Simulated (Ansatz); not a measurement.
ZnS:
```yaml
crystal:
  lattice:
    - [0.00000, 2.67827, 2.67827]
    - [2.67827, 0.00000, 2.67827]
    - [2.67827, 2.67827, 0.00000]
  atoms:
    - { symbol: S, position: [0.75000, 0.75000, 0.75000] }
    - { symbol: Zn, position: [0.00000, 0.00000, 0.00000] }
```

Relaxed with PBEsol. Special points in fractions of this cell's reciprocal vectors: Γ (0.000, 0.000, 0.000); X (0.500, 0.000, 0.500); U (0.625, 0.250, 0.625); K (0.375, 0.375, 0.750); L (0.500, 0.500, 0.500); W (0.500, 0.250, 0.750).

Task: List the band energies nearest the valence-band maximum at these points for PBEsol (plane waves, PAW; program Ansatz).

Result: In eV from the valence-band maximum; about four levels below and three above (degenerate sets whole), none deeper than 8.9 eV; points with the same levels are listed once.

```json
[
 {"k": "Γ", "below": "-5.95 -5.95 0.00 0.00 0.00", "above": "2.09 6.25 6.25 6.25"},
 {"k": "X", "below": "-5.73 -4.71 -2.35 -2.35", "above": "3.17 3.95 10.99"},
 {"k": "U", "below": "-5.58 -4.80 -3.29 -1.91", "above": "3.95 5.92 9.28"},
 {"k": "L", "below": "-5.75 -5.53 -0.92 -0.92", "above": "3.24 6.78 6.78"},
 {"k": "W", "below": "-5.52 -4.77 -2.93 -2.86", "above": "5.54 6.09 7.78"}
]
```

Space group F-43m (zinc blende). Symmetry was held in the PBEsol relaxation.

Potentials: the later of the program's two PAW sets.
